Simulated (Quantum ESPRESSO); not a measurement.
**ZnF2 (changed cell): magnetic shieldings**

```
CELL_PARAMETERS angstrom
      4.70294     0.00000     0.00000
      0.00000     4.70294     0.00000
      0.00000     0.00000     3.13289
ATOMIC_POSITIONS crystal
  Zn 0.50000 0.50000 0.50000
  Zn 0.00000 0.00000 0.00000
  F  0.69085 0.69085 0.00000
  F  0.30915 0.30915 0.00000
  F  0.80915 0.19085 0.50000
  F  0.19085 0.80915 0.50000
```
The cell was made here from a computed Materials Project entry: F3 and its equivalents moved by 0.04 Å along (-0.71, -0.71, 0.00), space group kept. The parent is ZnF2 in P4₂/mnm; whether this form has been observed was not checked. Stability against distortions was not tested.

Shieldings are absolute and leave out the bulk-susceptibility term; a larger σ means a smaller chemical shift. By our sweeps, such settings leave a few ppm in absolute σ on light atoms and up to some 20 ppm from Zn on. Static lattice: thermal averaging is not included.

Question: What do the calculations give at each independent site (shieldings by GIPAW with PBE in a modified build of Quantum ESPRESSO, on JTH PAW datasets, 22.5 Ha, k-mesh 4×4×6 shifted, f-sum rule met within 0.005 %)?

Answer: 
```json
[
 {"site": "Zn (atoms 1, 2)", "site symmetry": "mmm", "σ_iso (ppm)": "1791"},
 {"site": "F (atoms 3, 4, 5, 6)", "site symmetry": "m2m", "σ_iso (ppm)": "344"}
]
```
